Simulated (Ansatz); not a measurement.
One crystal and one scan (frozen-phonon scan) at two levels, PBE (plane waves to 420 eV, PAW, scalar-relativistic; Ansatz, a first-principles code) and r2SCAN (plane waves to 500 eV, PAW, scalar-relativistic; Ansatz), each from its own relaxed cell and on its own mesh.

The crystal is Be (hcp, Mg type); a phonon pattern at M = (0.5, 0.0, 0.0) is frozen into a 4-atom cell, Q being the largest atomic displacement.

Be was relaxed with its symmetry unable to fall. The PAW data are Ansatz's earlier set. With partly filled bands, energies and forces of such displacements shift with the k mesh and the smearing. Both scans cover Q from -0.100 to 0.100 Å.

```tsv
quantity	run 1	run 2
Lattice constant c (Å)	3.561	3.563
Energy at Q = 0.100 Å (meV/cell)	215	230
Harmonic wavenumber from the curvature (finite differences) (cm⁻¹ (negative: imaginary))	575	595
```

Question: Which run is which level?

Answer: Run 1 is PBE, run 2 is r2SCAN. PBE gives the lower value for: energy at Q = 0.100 Å; harmonic wavenumber from the curvature. They agree on: lattice constant c (within 0.2 %). Both give the same space group of the distorted cell: Pbcm (No. 57), lowered from P6_3/mmc.

(A displaced cell: forces are minus the slopes of the energy, force constants its curvatures, and phonons follow from these.)
